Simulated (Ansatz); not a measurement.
Space group Pm-3m (No. 221). a = 3.951 Å, b = 3.951 Å, c = 3.951 Å, α = 90.00°, β = 90.00°, γ = 90.00°
```csv
atom,site,symmetry,x,y,z
Mn,3c,4/mm.m,0.0000,0.5000,0.5000
Zn,1a,m-3m,0.0000,0.0000,0.0000
N,1b,m-3m,0.5000,0.5000,0.5000
```

Equation of state of this Mn3ZnN structure (not necessarily the ground state), with shape and atoms relaxed at each volume where symmetry leaves them free. It has no gap at any of these volumes. All numbers below come from DFT r2SCAN, scalar-relativistic, plane waves, PAW (Ansatz).

Plane waves to 500 eV, a k mesh through Γ of 10×10×10 on the computed 5-atom cell and Gaussian smearing (0.10 eV); collinear spin.

```tsv
V (Å³/atom)	E − E(largest V) (meV/atom)	P (GPa)
10.857	57.86	23.71
11.227	10.77	16.62
11.597	-20.23	10.49
11.967	-38.06	4.84
12.337	-43.55	0.02
12.707	-38.47	-4.00
13.077	-25.94	-6.81
13.571	0.00	-10.01
```

Problem. Fit a third-order Birch–Murnaghan equation to E(V).

Solution. V0 = 12.35 Å³/atom, B0 = 139 GPa, B0' = 5.0.

The state reached may not be the lowest one. Moments started parallel, and an antiferromagnetic order may lie lower.

Cost: 8 runs of about 14 core-minutes in all, on Arm Neoverse V1 (shared hosts).